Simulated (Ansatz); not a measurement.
Pt:
```
Pt
1.0
    0.00000     1.95902     1.95902
    1.95902     0.00000     1.95902
    1.95902     1.95902     0.00000
Pt
1
Cartesian
  0.00000   0.00000   0.00000
```

Relaxed with PBEsol. Special points in fractions of this cell's reciprocal vectors: Γ (0.000, 0.000, 0.000); X (0.500, 0.000, 0.500); U (0.625, 0.250, 0.625); K (0.375, 0.375, 0.750); L (0.500, 0.500, 0.500); W (0.500, 0.250, 0.750).

List the band energies nearest the Fermi level at these points for the program Ansatz at the PBEsol level (PAW).

In eV from the Fermi level; about four levels below and three above (degenerate sets whole), none deeper than 8.9 eV; … stands for higher levels left out; points with the same levels are listed once.

| k | below | above |
|---|---|---|
| Γ | -3.84 -3.84 -3.84 -1.65 -1.65 | … |
| X | -7.16 -6.70 | 0.01 0.49 0.49 |
| U | -5.54 -2.91 -1.33 -0.18 | 5.69 … |
| L | -7.42 -3.90 -3.90 -0.57 | 0.04 0.04 … |
| W | -5.73 -4.62 -4.62 -2.03 | 0.50 7.09 … |

Space group Fm-3m (fcc (Cu type)). The cell was relaxed with PBEsol under the symmetry of its start. No spin polarisation was allowed. Spin–orbit coupling is left out wherever it is not named.

Potentials: the later of the program's two PAW sets.
